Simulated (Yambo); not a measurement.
Yambo run on KSO$_{2}$F (space group P2_1/m, No. 11). The wavefunctions come from this Quantum ESPRESSO step (LDA, PseudoDojo standard norm-conserving files, scalar-relativistic):

```
&CONTROL
  calculation = 'nscf'
  pseudo_dir = './pseudo'
  outdir = './out'
/
&SYSTEM
  ibrav = 0
  nat = 10
  ntyp = 4
  ecutwfc = 84.0
  ecutrho = 336.0
  occupations = 'fixed'
  force_symmorphic = .true.
  nbnd = 270
/
&ELECTRONS
  conv_thr = 1e-08
  diago_full_acc = .true.
  diago_thr_init = 1e-08
/
ATOMIC_SPECIES
O 15.9990 O.upf
F 18.9984 F.upf
S 32.0600 S.upf
K 39.0983 K.upf
CELL_PARAMETERS angstrom
  4.709040000000   0.000000000000   0.000000000000
  0.000000000000   5.816000000000   0.000000000000
 -2.250868000000   0.000000000000   6.787791000000
ATOMIC_POSITIONS crystal
O   0.334540000000   0.539780000000   0.692420000000
O   0.665460000000   0.460220000000   0.307580000000
O   0.665460000000   0.039780000000   0.307580000000
O   0.334540000000   0.960220000000   0.692420000000
F   0.191050000000   0.250000000000   0.117030000000
F   0.808950000000   0.750000000000   0.882970000000
S   0.399450000000   0.750000000000   0.815380000000
S   0.600550000000   0.250000000000   0.184620000000
K   0.156470000000   0.750000000000   0.289360000000
K   0.843530000000   0.250000000000   0.710640000000
K_POINTS automatic
2 2 2 0 0 0
```

Yambo input:

```
rim_cut
gw0
dyson
el_el_corr
HF_and_locXC
ppa
em1d
RandQpts= 1000000
RandGvec= 1 Ry
EXXRLvcs= 84 Ry
VXCRLvcs= 336 Ry
Chimod= "HARTREE"
% BndsRnXp
 1 | 269 |
%
NGsBlkXp= 7 Ry
% LongDrXp
 1.0 | 1.0 | 1.0 |
%
PPAPntXp= 27.2114 eV
% GbndRnge
 1 | 269 |
%
GTermKind= "BG"
DysSolver= "n"
ExtendOut
% QPkrange
 1 | 1 | 34 | 35 |
 2 | 2 | 34 | 35 |
 4 | 4 | 34 | 35 |
 5 | 5 | 34 | 35 |
 6 | 6 | 34 | 35 |
 7 | 7 | 34 | 35 |
 8 | 8 | 34 | 35 |
%
```

k points by index: 1 = Γ, 2 = (0, 0, -0.5), 4 = (0, -0.5, -0.5), 5 = (-0.5, 0, 0), 6 = (-0.5, 0, -0.5), 7 = (-0.5, -0.5, 0), 8 = (-0.5, -0.5, -0.5).

The o-*.qp file then holds:

```
#    K-point    Band    Eo [eV]    E [eV]    E-Eo [eV]    Vxc [eV]    Vnlxc [eV]    Sc|Eo [eV]    Sc|E [eV]    dSc/dw|Eo [eV]    Re(Z)    Im(Z)
#
    1    34    -0.402040    -2.116645    -1.714605    -17.44293    -22.20334    2.661586    3.045805    -6.097322    0.816943    -0.001148
    1    35    5.020878    7.065959    2.045080    -16.63007    -11.49517    -2.647959    -3.089811    -5.878737    0.822338    -0.001735
    2    34    -0.301497    -1.979593    -1.678096    -17.81914    -22.61777    2.741881    3.120537    -6.139762    0.815904    -0.001151
    2    35    4.987190    6.997284    2.010094    -16.36346    -11.30471    -2.622578    -3.048655    -5.767701    0.825109    -0.001117
    4    34    -0.391612    -2.093037    -1.701425    -17.59872    -22.39557    2.712791    3.095427    -6.119255    0.816406    -0.001140
    4    35    5.054216    7.116445    2.062229    -16.76117    -11.61611    -2.635777    -3.082825    -5.898495    0.821848    -0.001510
    5    34    -0.044433    -1.738216    -1.693783    -17.86889    -22.51425    2.573192    2.951572    -6.078519    0.817405    -0.001103
    5    35    3.917637    5.795354    1.877718    -15.25312    -10.60787    -2.391198    -2.767536    -5.453590    0.833044    -0.978561E-3
    6    34    0.000000    -1.668991    -1.668991    -18.11286    -22.80585    2.649155    3.023990    -6.110996    0.816608    -0.001108
    6    35    3.929963    5.811401    1.881439    -15.29274    -10.64912    -2.384442    -2.762183    -5.463097    0.832801    -0.980636E-3
    7    34    -0.043447    -1.730657    -1.687210    -17.92142    -22.60237    2.616090    2.993732    -6.090287    0.817116    -0.001090
    7    35    4.045990    5.954448    1.908458    -15.49210    -10.78339    -2.412066    -2.800258    -5.534763    0.830979    -0.975781E-3
    8    34    -0.029294    -1.719096    -1.689802    -17.95954    -22.64960    2.621911    3.000258    -6.092300    0.817067    -0.001079
    8    35    4.007947    5.904354    1.896406    -15.30304    -10.60438    -2.419483    -2.802252    -5.492097    0.832063    -0.001046
```
(The two width columns are left out.) Convergence of these settings isn't established.

Geometry of the Materials Project entry, not relaxed at this level.
